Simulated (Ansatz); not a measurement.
Level of theory: DFT PBE, scalar-relativistic, plane waves, PAW in Ansatz 0.2.0. Settings: cutoff 420 eV, Γ-centred meshes spaced at most about 0.3 Å⁻¹ (2π included), Gaussian smearing. No spin polarisation in the final relaxations.

Temperature and zero-point effects are left out.

Compare these two cells of Zn₄Se₃S, each relaxed at this level.

A.

```cif
data_structure
_symmetry_space_group_name_H-M 'I-42m'
_symmetry_Int_Tables_number 121
_cell_length_a 5.6603
_cell_length_b 5.6603
_cell_length_c 11.3142
_cell_angle_alpha 90.000
_cell_angle_beta 90.000
_cell_angle_gamma 90.000
_cell_volume 362.50
loop_
_atom_site_label
_atom_site_type_symbol
_atom_site_symmetry_multiplicity
_atom_site_Wyckoff_symbol
_atom_site_fract_x
_atom_site_fract_y
_atom_site_fract_z
_atom_site_occupancy
Zn1 Zn 8 i 0.25843 0.74157 0.12174 1
Se1 Se 4 d 0.00000 0.50000 0.25000 1
Se2 Se 2 a 0.00000 0.00000 0.00000 1
S1 S 2 b 0.50000 0.50000 0.00000 1
```

B.

```cif
data_structure
_symmetry_space_group_name_H-M 'Pmm2'
_symmetry_Int_Tables_number 25
_cell_length_a 4.0015
_cell_length_b 8.0089
_cell_length_c 5.6569
_cell_angle_alpha 90.000
_cell_angle_beta 90.000
_cell_angle_gamma 90.000
_cell_volume 181.29
loop_
_atom_site_label
_atom_site_type_symbol
_atom_site_symmetry_multiplicity
_atom_site_Wyckoff_symbol
_atom_site_fract_x
_atom_site_fract_y
_atom_site_fract_z
_atom_site_occupancy
Zn1 Zn 2 g 0.00000 0.74071 0.99347 1
Zn2 Zn 1 d 0.50000 0.50000 0.51769 1
Zn3 Zn 1 c 0.50000 0.00000 0.49475 1
Se1 Se 2 h 0.50000 0.74483 0.25012 1
Se2 Se 1 a 0.00000 0.00000 0.75089 1
S1 S 1 b 0.00000 0.50000 0.74947 1
```

Task: Which placement of the atoms is lower in energy, and by how much?

Result: They are level within the accuracy (1 meV/atom apart, with A the lower in these runs). The two share one framework of sites and differ in which element sits where. A has Se and S ordered on zinc blende sites, space group I-42m (No. 121), 22.7 Å³/atom and a gap of 1.34 eV on its mesh; B has Se and S ordered on zinc blende sites, space group Pmm2 (No. 25), 22.7 Å³/atom and a gap of 1.28 eV. Counting S or Se atoms around Zn (for each partner element, those within 1.25 times its shortest distance or 1.15 times the sum of covalent radii, where it is the nearest in units of that sum or under 1.3), A and B both have Zn 4. In A, Zn has 1 S at 2.37 Å and 3 Se at 2.47–2.49 Å; Se on a site of symmetry -4 has 4 Zn at 2.47 Å; around S lie 4 Zn at 2.37 Å; 1 more site not described. In B, Zn on a site of symmetry m is surrounded by 1 S at 2.37 Å and 3 Se at 2.47–2.49 Å; around Se on a site of symmetry m lie 4 Zn at 2.47–2.48 Å; S has 4 Zn at 2.37–2.39 Å; 3 more sites not described. Both come from invented guesses.

Kohn–Sham gaps at this level usually fall short of measured ones. With atoms moved at random, I-42m came back. Other cells relaxed within their symmetry can be saddle points.
